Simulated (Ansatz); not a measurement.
Relaxed-ion elastic tensor of KF (rock salt, Fm-3m) in GPa (Voigt order), plane-wave PAW PBE (Ansatz code); density 2.42 g/cm³, 19.91 Å³ per atom.

```
58.8  14.1  14.1   0.0   0.0   0.0
14.1  58.8  14.1   0.0   0.0   0.0
14.1  14.1  58.8   0.0   0.0   0.0
 0.0   0.0   0.0  13.7   0.0   0.0
 0.0   0.0   0.0   0.0  13.7   0.0
 0.0   0.0   0.0   0.0   0.0  13.7
```

Q: Is the crystal mechanically stable?

A: Yes: the smallest eigenvalue of C is 13.7 GPa.

Q: Work out the Voigt, Reuss and Hill averages.

A: K_V = 29.0, K_R = 29.0, K_H = 29.0; G_V = 17.1, G_R = 16.2, G_H = 16.7 GPa.

Q: Give Young's modulus, Poisson's ratio, Pugh's ratio and the universal anisotropy index.

A: E = 9KG/(3K + G) = 41.9 GPa; ν = 0.26; K/G = 1.74 (near the Pugh limit of 1.75, no verdict); A_U = 5G_V/G_R + K_V/K_R − 6 = 0.30.

Q: Estimate the sound speeds and the Debye temperature.

A: v_l = √((K + 4G/3)/ρ) = 4600 m/s, v_t = √(G/ρ) = 2620 m/s, mean 2910 m/s; Θ = (h/k)(3n/4πV)^(1/3) v_m = 320 K.

Q: Give the Zener ratio and Young's modulus along [100], [110] and [111].

A: A = 2C44/(C11 − C12) = 0.61; 1/E = S11 − 2(S11 − S12 − S44/2)Γ with Γ = 0, 1/4, 1/3 gives 53.3, 38.7, 35.4 GPa.

Q: Solve the Christoffel equation for the three sound speeds along [100], [110], [111].

A: Eigenvalues of C_ijkl n_j n_l equal ρv². In km/s, slowest first: [100] 2.37, 2.37, 4.93; [110] 2.37, 3.04, 4.55; [111] 2.83, 2.83, 4.41.

The PBE relaxation kept the symmetry of its start; phonons on a q-mesh show no instability.

Potentials: the later of the program's two PAW sets.
